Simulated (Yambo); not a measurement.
# Bethe-Salpeter results for NaF at +1 % isotropic strain

```
CELL_PARAMETERS angstrom
      0.00000     2.33680     2.33680
      2.33680     0.00000     2.33680
      2.33680     2.33680     0.00000
ATOMIC_POSITIONS crystal
  F  0.50000 0.50000 0.50000
  Na 0.00000 0.00000 0.00000
```

The PBEsol cell relaxed from Materials Project entry mp-682 was given an isotropic strain of +1 % on all lattice vectors, and the atoms were relaxed again.

BSE in Yambo on PBEsol (Quantum ESPRESSO, PseudoDojo norm-conserving, 88 Ry, no spin-orbit coupling) bands: 10×10×10 mesh, 3 valence and 1 conduction bands, static screening with 15 bands and a 4 Ry block, scissor 4.53 eV, Tamm-Dancoff; field along x.

```tsv
state	energy (eV)	states within 2 meV	relative strength	class	main transitions
1	8.67	3	1.00	strong	several band pairs
2	9.96	3	0.07	strong	several band pairs
3	9.96	3	< 0.01	dark	several band pairs
4	10.04	2	< 0.01	dark	several band pairs
5	10.07	3	< 0.01	dark	several band pairs
6	10.27	1	< 0.01	dark	VB−2 → CB (100 %)
7	10.32	2	< 0.01	dark	several band pairs
8	10.32	3	< 0.01	dark	several band pairs
9	10.36	3	0.07	strong	several band pairs
```

These are vertical excitations (zero momentum). The direct quasiparticle gap on this mesh is 10.59 eV; counted from there, state 1 is bound by 1.92 eV. Convergence with the mesh was not shown.

Spin singlets only. Strengths are relative to the strongest of the lowest states of this run; strong means a line over 3 % of the spectrum's maximum, dark under 0.03 %. Absolute energies carry the error of the G0W0 scissor, whose convergence isn't established.
